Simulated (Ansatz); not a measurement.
Sn₄Pd:
```
Sn4Pd
1.0
    3.21506    -5.71588     0.00000
    3.21506     5.71588     0.00000
    0.00000     0.00000     6.40329
Sn Pd
8 2
Direct
  0.20614   0.45801   0.33049
  0.79386   0.54199   0.33049
  0.45801   0.20614   0.66951
  0.54199   0.79386   0.66951
  0.29386   0.04199   0.16951
  0.70614   0.95801   0.16951
  0.04199   0.29386   0.83049
  0.95801   0.70614   0.83049
  0.50000   0.50000   0.00000
  0.00000   0.00000   0.50000
```

Relaxed with PBEsol. Special points in fractions of this cell's reciprocal vectors: Γ (0.000, 0.000, 0.000); Y (-0.500, 0.500, 0.000); C0 (-0.329, 0.671, 0.000); Σ0 (0.329, 0.329, 0.000); Z (0.000, 0.000, 0.500); A0 (0.329, 0.329, 0.500); E0 (-0.329, 0.671, 0.500); T (-0.500, 0.500, 0.500); S (0.000, 0.500, 0.000); R (0.000, 0.500, 0.500).

Problem. List the band energies nearest the Fermi level at these points for PBEsol (plane waves, PAW; program Ansatz).

Solution. In eV from the Fermi level; about four levels below and three above (degenerate sets whole), none deeper than 8.9 eV; points with the same levels are listed once.

```csv
k,below,above
Γ,-0.84 -0.44 -0.31 -0.23,0.12 0.31 0.98
Y,-1.76 -1.40 -0.90 -0.21,0.15 1.00 1.36
C0,-2.34 -0.74 -0.54 -0.42,0.23 0.59 0.98 0.98
Z,-2.49 -2.49 -1.08 -1.08,2.59 2.59 2.86 2.86
A0,-1.83 -1.83 -0.72 -0.72,0.05 0.05 0.69 0.69
T,-0.77 -0.77 -0.20 -0.20,0.59 0.59 0.98 0.98
S,-1.43 -1.43 -0.94 -0.94,1.16 1.16 1.52 1.52
R,-0.95 -0.95 -0.34 -0.34,0.31 0.31 1.21 1.21
```

Space group Ccce. The first step of the workflow began from a Materials Project structure, measured or hypothetical; the Crystallography Open Database files this formula in space group No. 68, but the cells were not matched. Whether it is the stable phase at ambient conditions was not checked. The cell was relaxed with PBEsol under the symmetry of its start; its stability against distortions is not shown here. The run is not spin-polarised. Spin–orbit coupling is left out wherever it is not named.

Potentials: the later of the program's two PAW sets.
